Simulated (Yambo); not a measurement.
BSE-type run in Yambo on Sr$_{2}$MgWO$_{6}$ (space group Fm-3m, No. 225), at finite momentum (a q point of the mesh, 0.34 1/Å).

Quantum ESPRESSO step (PBEsol, PseudoDojo standard norm-conserving files, scalar-relativistic):
```
&CONTROL
  calculation = 'nscf'
  pseudo_dir = './pseudo'
  outdir = './out'
/
&SYSTEM
  ibrav = 0
  nat = 10
  ntyp = 4
  ecutwfc = 84.0
  ecutrho = 336.0
  occupations = 'fixed'
  force_symmorphic = .true.
  nbnd = 92
/
&ELECTRONS
  conv_thr = 1e-08
  diago_full_acc = .true.
  diago_thr_init = 1e-08
/
ATOMIC_SPECIES
O 15.9990 O.upf
Mg 24.3050 Mg.upf
Sr 87.6200 Sr.upf
W 183.8400 W.upf
CELL_PARAMETERS angstrom
  0.000000000000   4.014635000000   4.014635000000
  4.014635000000   0.000000000000   4.014635000000
  4.014635000000   4.014635000000   0.000000000000
ATOMIC_POSITIONS crystal
O   0.757320000000   0.242680000000   0.757320000000
O   0.242680000000   0.757320000000   0.242680000000
O   0.757320000000   0.242680000000   0.242680000000
O   0.242680000000   0.757320000000   0.757320000000
O   0.757320000000   0.757320000000   0.242680000000
O   0.242680000000   0.242680000000   0.757320000000
Mg   0.500000000000   0.500000000000   0.500000000000
Sr   0.250000000000   0.250000000000   0.250000000000
Sr   0.750000000000   0.750000000000   0.750000000000
W   0.000000000000   0.000000000000   0.000000000000
K_POINTS automatic
4 4 4 0 0 0
```

Yambo input:
```
rim_cut
optics
bse
bss
dipoles
em1s
RandQpts= 1000000
RandGvec= 1 Ry
FFTGvecs= 40 Ry
Chimod= "HARTREE"
BSKmod= "SEX"
BSEmod= "resonant"
BSSmod= "hs"
BSENGexx= 15 Ry
BSENGBlk= 3 Ry
% KfnQP_E
 1.869 | 1.0 | 1.0 |
%
% BSEQptR
 2 | 2 |
%
% BSEBands
 29 | 46 |
%
% BEnRange
 0.0 | 9.7 | eV
%
% BDmRange
 0.15 | 0.15 | eV
%
BEnSteps= 194
% BLongDir
 1.0 | 0.0 | 0.0 |
%
BSHayTrs= -0.02
BSSNEig= 24
WRbsWF
% BndsRnXs
 3 | 87 |
%
NGsBlkXs= 3 Ry
% LongDrXs
 1.0 | 1.0 | 1.0 |
%
```

From the report:

The dimension is k points × valence × conduction bands = 64 × 12 × 6 = 4608.
```
   [SLEPC] Approach                          : Krylov-Schur
   [SLEPC] Number of requested eigenvalues   :  24
   [SLEPC] Number of eigenvalues        [NEV]:  24
    [K] Dimension                                    :   4608
    [K] Bands                                        :   29   46
    [K] Exchange res                                 : yes
    [K] Correlation res                              : yes
    [K] W interaction is bare                        : no
    [K] RL vectors exchange                          :   893
    [K] RL vectors correlation                       :   89
    [W] Matrix size                                  :   89
    [W] Bands                                        :    3   87
    [W] Coulomb Cutoff                               : none
    [W] Hxc Kernel                                   : HARTREE
```
Lowest eigenvalues (eV; in brackets the number of states within 2 meV): 3.71 (1), 3.80 (1), 3.83 (2), 3.88 (2), 3.93 (1), 4.17 (1). They depend on the mesh, which isn't converged, and on the G0W0 scissor.

Spin-orbit coupling is not included.

Geometry of the Materials Project entry, not relaxed at this level.

The structure is a Materials Project entry; no match was found in the copy of COD used, and its stability was not checked.
